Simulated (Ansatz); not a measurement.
KTaO$_{3}$ (cubic perovskite, Pm-3m), a = b = c = 4.024 Å, α = β = γ = 90.00°.

Relaxed with PBE.

Task: Which orbitals make up the states near the band edges in PBE (plane waves, PAW; program Ansatz)?

Result: Top 1 eV of the valence band: O 2p 97 %. Bottom 1 eV of the conduction band: Ta 5d 89 %, O 2p 10 %. Projections are on Löwdin-orthogonalised atomic valence shells; empty p or d shells of many metals are not among them.

Task: Tabulate the density of states.

Result: States/eV per cell of 5 atoms, in 0.25 eV bins, energy from the valence-band maximum.

```csv
E (eV),total,O 2p,Ta 5d,O 2s
-7.87,0.00,0.00,0.00,0.00
-7.62,0.00,0.00,0.00,0.00
-7.37,0.00,0.00,0.00,0.00
-7.12,0.00,0.00,0.00,0.00
-6.87,0.00,0.00,0.00,0.00
-6.62,0.00,0.00,0.00,0.00
-6.37,0.00,0.00,0.00,0.00
-6.12,0.00,0.00,0.00,0.00
-5.87,0.00,0.00,0.00,0.00
-5.62,0.00,0.00,0.00,0.00
-5.37,2.36,1.64,0.46,0.01
-5.12,2.30,1.55,0.57,0.01
-4.87,2.33,1.62,0.52,0.03
-4.62,1.29,0.91,0.27,0.02
-4.37,1.44,1.03,0.30,0.02
-4.12,2.54,1.79,0.59,0.04
-3.87,3.40,2.37,0.82,0.04
-3.62,2.97,2.06,0.73,0.03
-3.37,3.43,2.44,0.80,0.03
-3.12,4.21,3.14,0.85,0.04
-2.87,4.86,3.66,0.99,0.03
-2.62,5.86,4.62,1.00,0.02
-2.37,3.41,2.81,0.45,0.02
-2.12,1.82,1.49,0.27,0.01
-1.87,2.00,1.70,0.20,0.02
-1.62,2.76,2.44,0.16,0.03
-1.37,3.55,3.28,0.12,0.02
-1.12,6.63,6.24,0.18,0.03
-0.87,6.50,6.22,0.11,0.02
-0.62,3.27,3.18,0.02,0.01
-0.37,2.80,2.76,0.01,0.00
-0.12,2.25,2.23,0.00,0.00
0.13,0.00,0.00,0.00,0.00
0.38,0.00,0.00,0.00,0.00
0.63,0.00,0.00,0.00,0.00
0.88,0.00,0.00,0.00,0.00
1.13,0.00,0.00,0.00,0.00
1.38,0.00,0.00,0.00,0.00
1.63,0.00,0.00,0.00,0.00
1.88,0.00,0.00,0.00,0.00
2.13,0.02,0.00,0.02,0.00
2.38,0.47,0.02,0.45,0.00
2.63,0.77,0.06,0.70,0.00
2.88,0.80,0.09,0.69,0.00
3.13,1.00,0.15,0.83,0.00
3.38,1.06,0.19,0.84,0.00
3.63,1.16,0.23,0.89,0.00
3.88,1.43,0.32,1.06,0.00
4.13,1.60,0.38,1.16,0.00
4.38,1.84,0.47,1.29,0.00
4.63,2.60,0.70,1.78,0.00
4.88,3.74,1.06,2.51,0.00
5.13,2.39,0.68,1.54,0.00
5.38,1.79,0.51,1.11,0.00
5.63,1.41,0.42,0.85,0.00
5.88,1.24,0.38,0.73,0.00
6.13,0.67,0.21,0.39,0.00
6.38,0.00,0.00,0.00,0.00
6.63,0.44,0.01,0.26,0.10
6.88,0.93,0.03,0.56,0.19
```

The PBE relaxation kept the symmetry of its start. The run is not spin-polarised. Scalar-relativistic: spin–orbit coupling is off unless named, which matters more the heavier the elements.

Potentials: the later of the program's two PAW sets.
